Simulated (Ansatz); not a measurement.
# An Ansatz input for CuHCSO5

```yaml
crystal:
  lattice:
    - [8.59, 0.0, 0.0]
    - [0.0, 4.898, 0.0]
    - [-1.0886109104, 0.0, 11.9780331042]
  atoms:
    - { symbol: Cu, position: [0.2393753486, 0.245667059, 0.0348431251] }
    - { symbol: Cu, position: [0.7606246514, 0.745667059, 0.4651568749] }
    - { symbol: Cu, position: [0.7606246514, 0.754332941, 0.9651568749] }
    - { symbol: Cu, position: [0.2393753486, 0.254332941, 0.5348431251] }
    - { symbol: H, position: [0.8940534699, 0.1241084993, 0.2931608708] }
    - { symbol: H, position: [0.1059465301, 0.6241084993, 0.2068391292] }
    - { symbol: H, position: [0.1059465301, 0.8758915007, 0.7068391292] }
    - { symbol: H, position: [0.8940534699, 0.3758915007, 0.7931608708] }
    - { symbol: C, position: [0.3994548191, 0.0996242858, 0.11721768] }
    - { symbol: C, position: [0.6005451809, 0.5996242858, 0.38278232] }
    - { symbol: C, position: [0.6005451809, 0.9003757142, 0.88278232] }
    - { symbol: C, position: [0.3994548191, 0.4003757142, 0.61721768] }
    - { symbol: S, position: [0.8841015928, 0.2454955604, 0.1210879798] }
    - { symbol: S, position: [0.1158984072, 0.7454955604, 0.3789120202] }
    - { symbol: S, position: [0.1158984072, 0.7545044396, 0.8789120202] }
    - { symbol: S, position: [0.8841015928, 0.2545044396, 0.6210879798] }
    - { symbol: O, position: [0.0416622248, 0.3741070547, 0.1222279977] }
    - { symbol: O, position: [0.9583377752, 0.8741070547, 0.3777720023] }
    - { symbol: O, position: [0.9583377752, 0.6258929453, 0.8777720023] }
    - { symbol: O, position: [0.0416622248, 0.1258929453, 0.6222279977] }
    - { symbol: O, position: [0.8349843631, 0.263863296, 0.2437508114] }
    - { symbol: O, position: [0.1650156369, 0.763863296, 0.2562491886] }
    - { symbol: O, position: [0.1650156369, 0.736136704, 0.7562491886] }
    - { symbol: O, position: [0.8349843631, 0.236136704, 0.7437508114] }
    - { symbol: O, position: [0.7613764006, 0.3975774332, 0.0544256186] }
    - { symbol: O, position: [0.2386235994, 0.8975774332, 0.4455743814] }
    - { symbol: O, position: [0.2386235994, 0.6024225668, 0.9455743814] }
    - { symbol: O, position: [0.7613764006, 0.1024225668, 0.5544256186] }
    - { symbol: O, position: [0.5003050644, 0.9896999734, 0.1672888066] }
    - { symbol: O, position: [0.4996949356, 0.4896999734, 0.3327111934] }
    - { symbol: O, position: [0.4996949356, 0.0103000266, 0.8327111934] }
    - { symbol: O, position: [0.5003050644, 0.5103000266, 0.6672888066] }
    - { symbol: O, position: [0.8909113087, 0.9543678869, 0.0912744195] }
    - { symbol: O, position: [0.1090886913, 0.4543678869, 0.4087255805] }
    - { symbol: O, position: [0.1090886913, 0.0456321131, 0.9087255805] }
    - { symbol: O, position: [0.8909113087, 0.5456321131, 0.5912744195] }
kpoints:
  mp_grid: { grid: [3, 5, 2] }
scf:
  occupations: { method: fermi_dirac, width: 0.02 }
  max_iter: many
hamiltonian:
  xc: pbe
  pseudopotentials: { kind: paw }
output:
  forces: true
  stress: true
  populations: true
  efg:
    quadrupole_moments_barn: { Cu: -0.22, H: 0.00285783, S: -0.0694, O: -0.02558 }
    contact_densities: true
```

```sh
ansatz run input.yaml --threads 1 --pin off --max-ram 3072MiB --backend cpu --events-out ev --progress --plain --runs-dir out
```

Task: Does this calculation finish, and if not, why?

Result: The input was rejected before any iteration. The input holds a value of the wrong type. The program says:

```
Error: YAML parse error: error: line 47 column 13: invalid u64
  --> <input>:47:13
   |
45 | scf:
46 |   occupations: { method: fermi_dirac, width: 0.02 }
47 |   max_iter: many
   |             ^ invalid u64
48 | hamiltonian:
49 |   xc: pbe
   |
```

Against a sound input the change was `scf.max_iter`: not typed → many.

With the sound settings the run converges and gives V_zz (10²¹ V/m²) Cu -2.02 (η 0.82), H 2.62 (η 0.18), C -6.76 (η 0.02), S 3.36 (η 0.38), O17 14.09 (η 0.29), O21 14.94 (η 0.90), among others; a site carries the number of its first atom in the input. These hold for the positions as typed, which a relaxation reached. The entry's hydrogen positions were far off; the other atoms hardly move on relaxation.
